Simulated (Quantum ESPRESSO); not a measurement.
pw.x input (Quantum ESPRESSO 7.5; PBEsol, PseudoDojo standard norm-conserving files, scalar-relativistic):

```
&CONTROL
  calculation = 'scf'
  pseudo_dir = './pseudo'
  outdir = './out'
  tprnfor = .true.
  tstress = .true.
/
&SYSTEM
  ibrav = 0
  nat = 12
  ntyp = 2
  ecutwfc = 84.0
  ecutrho = 336.0
  occupations = 'smearing'
  smearing = 'fd'
  degauss = 0.002
  nbnd = 28
/
&ELECTRONS
  conv_thr = 1.2e-09
/
ATOMIC_SPECIES
H 1.0080 H.upf
Mg 24.3050 Mg.upf
CELL_PARAMETERS angstrom
  4.479070000000   0.000000000000   0.000000000000
  0.000000000000   5.392620000000   0.000000000000
  0.000000000000   0.000000000000   4.895500000000
ATOMIC_POSITIONS crystal
H   0.727690000000   0.891070000000   0.419810000000
H   0.272310000000   0.108930000000   0.580190000000
H   0.772310000000   0.608930000000   0.919810000000
H   0.227690000000   0.391070000000   0.080190000000
H   0.227690000000   0.608930000000   0.580190000000
H   0.772310000000   0.391070000000   0.419810000000
H   0.272310000000   0.891070000000   0.080190000000
H   0.727690000000   0.108930000000   0.919810000000
Mg   0.500000000000   0.831530000000   0.750000000000
Mg   0.500000000000   0.168470000000   0.250000000000
Mg   0.000000000000   0.668470000000   0.250000000000
Mg   0.000000000000   0.331530000000   0.750000000000
K_POINTS automatic
6 6 6 0 0 0
```

End of the output:

```

[...]
     the Fermi energy is     4.4424 ev
!    total energy              =    -483.80497729 Ry
     estimated scf accuracy    <          6.5E-11 Ry
     smearing contrib. (-TS)   =       0.00000000 Ry
     internal energy E=F+TS    =    -483.80497729 Ry
     The total energy is F=E-TS. E is the sum of the following terms:
     one-electron contribution =    -386.16062367 Ry
     hartree contribution      =     182.77476761 Ry
     xc contribution           =     -68.03050215 Ry
     ewald contribution        =    -212.38861909 Ry
     convergence has been achieved in   7 iterations
     Forces acting on atoms (cartesian axes, Ry/au):
     atom    1 type  1   force =     0.00037836    0.00091838    0.00011615
     atom    2 type  1   force =    -0.00037836   -0.00091838   -0.00011615
     atom    3 type  1   force =    -0.00037836   -0.00091838    0.00011615
     atom    4 type  1   force =     0.00037836    0.00091838   -0.00011615
     atom    5 type  1   force =     0.00037836   -0.00091838   -0.00011615
     atom    6 type  1   force =    -0.00037836    0.00091838    0.00011615
     atom    7 type  1   force =    -0.00037836    0.00091838   -0.00011615
     atom    8 type  1   force =     0.00037836   -0.00091838    0.00011615
     atom    9 type  2   force =     0.00000000    0.00000955    0.00000000
     atom   10 type  2   force =    -0.00000000   -0.00000955    0.00000000
     atom   11 type  2   force =    -0.00000000   -0.00000955   -0.00000000
     atom   12 type  2   force =     0.00000000    0.00000955    0.00000000
     Total force =     0.002829     Total SCF correction =     0.000016
     Computing stress (Cartesian axis) and pressure
          total   stress  (Ry/bohr**3)                   (kbar)     P=        1.58
   0.00000391   0.00000000   0.00000000            0.57        0.00        0.00
   0.00000000   0.00001378   0.00000000            0.00        2.03        0.00
   0.00000000   0.00000000   0.00001448            0.00        0.00        2.13
```
In a gapped system the printed Fermi energy is only some level inside the gap.

Geometry of the Materials Project entry, not relaxed at this level.
